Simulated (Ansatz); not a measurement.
**Calculated Bi-209 nuclear quadrupole resonance for Bi2Se3 at a changed volume**

Cell: a COD entry, relaxed with PBE at fixed cell and then changed (volume scaled by 1.06, ions relaxed).

```xyz
5
Lattice="2.0035 1.1567 9.3220 -2.0035 1.1567 9.3220 0.0000 -2.3134 9.3220" Properties=species:S:1:pos:R:3 pbc="T T T"
Bi    0.0000    0.0000   16.7219
Bi    0.0000    0.0000   11.2440
Se    0.0000    0.0000   22.1853
Se    0.0000    0.0000    5.7806
Se    0.0000    0.0000    0.0000
```

Atom numbers follow the list; atoms alike are taken as one site, whose name carries the number of the first.

The numbers come from a DFT calculation in Ansatz (PBE, plane waves and PAW, scalar-relativistic, 420 eV cutoff, Γ-centred 14×14×14 k-points, Fermi–Dirac smearing 0.05 eV).

Bi-209: I = 9/2, Q = -516.0 mb (year-2017 value). Static lattice, zero field.

Question: The simulated lines lie at 0.929, 1.86, 2.79, 3.72 MHz. What are |C_Q|, η and |V_zz| at Bi?

Answer: For I = 9/2 and η = 0 the lines are |C_Q|/24 times 1, 2, 3 and 4; η shifts the lowest up most. Here |C_Q| = 22.3 MHz, η = 0.00 and |V_zz| = 1.79 × 10²¹ V/m². The calculation gives V_zz positive; the lines don't show the sign. The site has 6 Se at 2.82–3.01 Å.

An axis of threefold or higher order runs through Bi, so V_zz lies along it and η is zero.

With no gap above 0.1 eV, as in a metal, the gradients converge slowly in k; expect changes of a tenth or more on a denser mesh. Spin–orbit coupling is left out, which shifts gradients on Bi by a few per cent in wide-gap crystals, and can shift them far more where the calculated gap is small or absent, as here. Newer work puts Q(²⁰⁹Bi) near −420 mb, which would lower these couplings by about a fifth. Semilocal functionals make gaps too small and can close them, so the real compound need not be a metal. At this changed cell the PBE pressure is 7 GPa.
